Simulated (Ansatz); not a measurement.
Mg:
```yaml
crystal:
  lattice:
    - [3.15102, 0.00000, 0.00000]
    - [-1.57551, 2.72886, 0.00000]
    - [0.00000, 0.00000, 5.04801]
  atoms:
    - { symbol: Mg, position: [0.33333, 0.66667, 0.25000] }
    - { symbol: Mg, position: [0.66667, 0.33333, 0.75000] }
```

Relaxed with PBE+D3(BJ). Special points in fractions of this cell's reciprocal vectors: Γ (0.000, 0.000, 0.000); M (0.500, 0.000, 0.000); K (0.333, 0.333, 0.000); A (0.000, 0.000, 0.500); L (0.500, 0.000, 0.500); H (0.333, 0.333, 0.500).

Q: List the band energies nearest the Fermi level at these points for plane-wave PAW PBE+D3(BJ) (Ansatz code).

A: In eV from the Fermi level; about four levels below and three above (degenerate sets whole), none deeper than 8.9 eV; … stands for higher levels left out; points with the same levels are listed once.

```tsv
k	below	above
Γ	-7.18 -1.69 -1.11	11.11 11.11 11.32 11.32
M	-2.27 -2.23	2.77 3.07 3.54
K	-0.73 -0.65 -0.65	4.27 4.27 4.57
A	-5.70 -5.70	5.41 5.41 …
L	-1.17 -1.17 -0.45 -0.45	8.22 8.22 …
H	–	0.16 0.16 0.63 0.63
```

Space group P6_3/mmc (hcp (Mg type)). Symmetry was held in the PBE+D3(BJ) relaxation. The pairwise dispersion correction was not fitted to metals.

Potentials: the later of the program's two PAW sets.
